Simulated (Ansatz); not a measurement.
Relaxing a structure of Cd

The start is a generated cell, Cd built in the diamond structure type. A full variable-cell relaxation at zero pressure is run with PBE (plane waves to 420 eV, PAW, scalar-relativistic; Ansatz, a quantum-chemistry and plane-wave program). The first steps use a coarse 9×9×9 k-mesh.

Initial structure:
```
Cd
1.0
    0.00000     3.02357     3.02357
    3.02357     0.00000     3.02357
    3.02357     3.02357     0.00000
Cd
2
Direct
  0.25000   0.25000   0.25000
  0.00000   0.00000   0.00000
```

```json
{
  "initial_pressure": "+10.9 GPa (positive: the cell is compressed)",
  "outcome": "The space group stays Fd-3m (No. 227) (the run could not lower it); the end is diamond type, with 2 atoms in the primitive cell",
  "energy_released": "0.23 eV/atom",
  "volume_change": "+35.7 %, from 27.64 to 37.50 Å³/atom",
  "band_gap_at_the_end": "zero (metallic)",
  "optimiser_moves": "8"
}
```

Final structure:

Space group Fd-3m, origin choice 1 (No. 227); a = b = c = 6.694 Å, α = β = γ = 90.00°

| atom | site | symmetry | x | y | z |
|---|---|---|---|---|---|
| Cd | 8b | -43m | 0.5000 | 0.5000 | 0.5000 |
(The calculation used a cell of 2 atoms; values per cell refer to that cell.)

Final values are on a 12×12×12 k-mesh of the relaxed cell. No spin polarisation in the result.

The run could not lower the symmetry of its start; a shaken copy of this end point relaxes with PBE to P-1 (No. 2) at a tolerance of 0.01 Å, I4/mmm (No. 139) at 0.1 Å, 0.33 eV/atom lower.

The relaxed structure here is a generated cell of Cd: the first start was made by placing the elements on the sites of a structure type, and the end was not matched to a known phase here, so it may be hypothetical. Known forms of Cd include space group No. 194.
